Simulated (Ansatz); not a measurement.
GeMo$_{2}$C:
Space group P6₃/mmc (No. 194); a = 3.142 Å, b = 3.142 Å, c = 12.429 Å, α = 90.00°, β = 90.00°, γ = 120.00°

```csv
atom,site,symmetry,x,y,z
Ge,2d,-6m2,0.6667,0.3333,0.2500
Mo,4f,3m.,0.3333,0.6667,0.0896
C,2a,-3m.,0.0000,0.0000,0.0000
```

Relaxed with r²SCAN.

Problem. Tabulate the valence density and the electron localisation function along the shortest Mo–Mo contact (2.87 Å), r²SCAN (plane waves, PAW; program Ansatz).

Solution. 

| distance from Mo (Å) | density (e/Å³) | ELF |
|---|---|---|
| 0.29 | 6.77 | 0.59 |
| 0.43 | 5.78 | 0.71 |
| 0.57 | 4.11 | 0.72 |
| 0.72 | 2.43 | 0.63 |
| 0.86 | 1.25 | 0.43 |
| 1.01 | 0.65 | 0.26 |
| 1.15 | 0.43 | 0.20 |
| 1.29 | 0.35 | 0.24 |
| 1.44 | 0.33 | 0.28 |
| 1.58 | 0.35 | 0.24 |
| 1.72 | 0.43 | 0.20 |
| 1.87 | 0.65 | 0.26 |
| 2.01 | 1.25 | 0.43 |
| 2.15 | 2.43 | 0.63 |
| 2.30 | 4.11 | 0.72 |
| 2.44 | 5.78 | 0.71 |
| 2.59 | 6.77 | 0.59 |

The density is the valence pseudo-density with augmentation charge, so density and ELF within about 1 Å of a nucleus are not all-electron values.

Space group P6_3/mmc. The start of the workflow was typed in or built on a structure type; neither database checked (COD, Materials Project) lists it. Whether it is the stable phase at ambient conditions was not checked. The r²SCAN relaxation kept the symmetry of its start; whether a distortion lowers the energy is not shown. No spin polarisation was allowed.

Potentials: the earlier of the program's two PAW sets.
